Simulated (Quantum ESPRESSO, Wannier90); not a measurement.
## LiCl (rock salt): Wannier90 run

```
begin unit_cell_cart
ang
    0.0000000000    2.5421200000    2.5421200000
    2.5421200000    0.0000000000    2.5421200000
    2.5421200000    2.5421200000    0.0000000000
end unit_cell_cart
begin atoms_frac
Li   0.0000000000  0.0000000000  0.0000000000
Cl   0.5000000000  0.5000000000  0.5000000000
end atoms_frac
```

Cell from Materials Project (mp-22905), symmetrised, no further relaxation. COD (Crystallography Open Database) has an entry of this formula and space group (matched by these alone). Level: PBEsol, no spin polarisation, no spin-orbit coupling; pw.x of Quantum ESPRESSO at 60 Ry with PseudoDojo potentials, 10×10×10 k-points, Wannier90. Density: 10×10×10 mesh, cold smearing 0.01 Ry.

Band 2 is isolated and gives one Wannier function a cell (Cl2 3s 91 %, Li1 2s 9 %; spread 0.85 Å²). Its on-site energy is ε = -12.859 eV relative to the valence-band maximum, and its hoppings t(R) = t(−R) to the nearer images are (images within this range that aren't listed have |t| under 5 meV):

| R (lattice vectors; −R alike) | distance (Å) | t (eV) |
|---|---|---|
| 0 0 1 | 3.60 | -0.057 |
| 0 1 -1 | 3.60 | -0.057 |
| 0 1 0 | 3.60 | -0.057 |
| 1 -1 0 | 3.60 | -0.057 |
| 1 0 -1 | 3.60 | -0.057 |
| 1 0 0 | 3.60 | -0.057 |

Task: Work out the band energy at Γ, X, U, K from these numbers.

Result: For one orbital E(k) = ε + Σ_R 2 t(R) cos(2π k·R), the sum over the listed R.
- Γ, k = (0.000, 0.000, 0.000): E = -12.859 + (-0.057)·(12.00) = -13.54 eV; pw.x: -13.49 eV
- X, k = (0.500, 0.000, 0.500): E = -12.859 + (-0.057)·(-4.00) = -12.63 eV; pw.x: -12.60 eV
- U, k = (0.625, 0.250, 0.625): E = -12.859 + (-0.057)·(-3.66) = -12.65 eV; pw.x: -12.64 eV
- K, k = (0.375, 0.375, 0.750): E = -12.859 + (-0.057)·(-3.66) = -12.65 eV; pw.x: -12.64 eV

At these points the listed shells miss the plane-wave band by up to 0.05 eV, of a width of 0.89 eV on the path. With all its hoppings the model misses the band by 0.1 meV at worst on the whole path, so most of the miss comes from the hoppings not listed.
